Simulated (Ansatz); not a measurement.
LiGeN:
```yaml
crystal:
  lattice:
    - [2.95101, 0.00000, 0.00000]
    - [-1.47550, 2.55565, 0.00000]
    - [0.00000, 0.00000, 9.17549]
  atoms:
    - { symbol: Li, position: [0.66667, 0.33333, 0.74264] }
    - { symbol: Li, position: [0.33333, 0.66667, 0.24264] }
    - { symbol: Ge, position: [0.00000, 0.00000, 0.49774] }
    - { symbol: Ge, position: [0.00000, 0.00000, 0.99774] }
    - { symbol: N, position: [0.33333, 0.66667, 0.60425] }
    - { symbol: N, position: [0.66667, 0.33333, 0.10425] }
```

Tensor components refer to the Cartesian frame of this cell.

### Question
Give the proper piezoelectric stress tensor with relaxed ions from LDA (plane waves, PAW; program Ansatz).

### Answer
In C/m², rows x, y, z, Voigt columns; mesh uncertainty up to 0.01.
```
 0.00   0.00   0.00   0.00  -0.71   0.00
 0.00   0.00   0.00  -0.71   0.00   0.00
-0.15  -0.15  -0.58   0.00   0.00   0.00
```

The elastic tensor of the same run (GPa):

```
 273  54.8  14.7   0.0   0.0   0.0
54.8   273  14.7   0.0   0.0   0.0
14.7  14.7   121   0.0   0.0   0.0
 0.0   0.0   0.0  18.9   0.0   0.0
 0.0   0.0   0.0   0.0  18.9   0.0
 0.0   0.0   0.0   0.0   0.0   109
```

### Question
Convert to strain constants d = e·S.

### Answer
In pC/N:
```
  0.0    0.0    0.0    0.0  -37.6    0.0
  0.0    0.0    0.0  -37.6    0.0    0.0
 -0.3   -0.3   -4.7    0.0    0.0    0.0
```

Space group P6_3mc. The workflow started from a Materials Project entry (that database holds measured and hypothetical structures alike); the Crystallography Open Database copy checked does not list it. Whether it is the stable phase at ambient conditions was not checked. The LDA relaxation kept the symmetry of its start; its stability against distortions is not shown here. Signs of piezoelectric constants follow the polarity of the cell as given.

Potentials: the later of the program's two PAW sets.
